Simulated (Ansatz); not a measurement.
ScGeO$_{3}$:
```
CELL_PARAMETERS angstrom
      3.59785     0.00000     0.00000
      0.00000     3.59785     0.00000
      0.00000     0.00000     4.96785
ATOMIC_POSITIONS crystal
  Sc 0.50000 0.50000 0.61567
  Ge 0.00000 0.00000 0.22315
  O  0.00000 0.50000 0.42485
  O  0.50000 0.00000 0.42485
  O  0.50000 0.50000 0.00167
```

Relaxed with PBEsol.

Q: Decompose the optical modes at the zone centre into irreducible representations, and say which are infrared and Raman allowed.

A: Point group 4mm: Γ_opt = 3A1 + B1 + 4E. Infrared: A1, E. Raman: A1, B1, E.

Q: Assign frequencies (DFPT, the program Ansatz at the PBEsol level (PAW)).

A: E 179i, E 165, A1 286, E 323, B1 357, A1 461, A1 620, E 654 cm⁻¹.

Subscripts of B labels follow the axes of the standard setting.

Space group P4mm. The start of the workflow was typed in or built on a structure type; neither database checked (COD, Materials Project) lists it. Whether it is the stable phase at ambient conditions was not checked. The PBEsol relaxation kept the symmetry of its start. At this level the phase is dynamically unstable (imaginary phonons). The run is not spin-polarised. With an odd number of electrons in the cell and no spin polarisation, the count alone makes it a metal. As this level gives no gap, phonon frequencies hold no LO–TO term and depend on the k-mesh and smearing (Fermi–Dirac, 0.1 eV here).

Potentials: the earlier of the program's two PAW sets. The files were generated under PBE; for other functionals the program regenerates the frozen cores, and for LDA and PBEsol the local potential too.
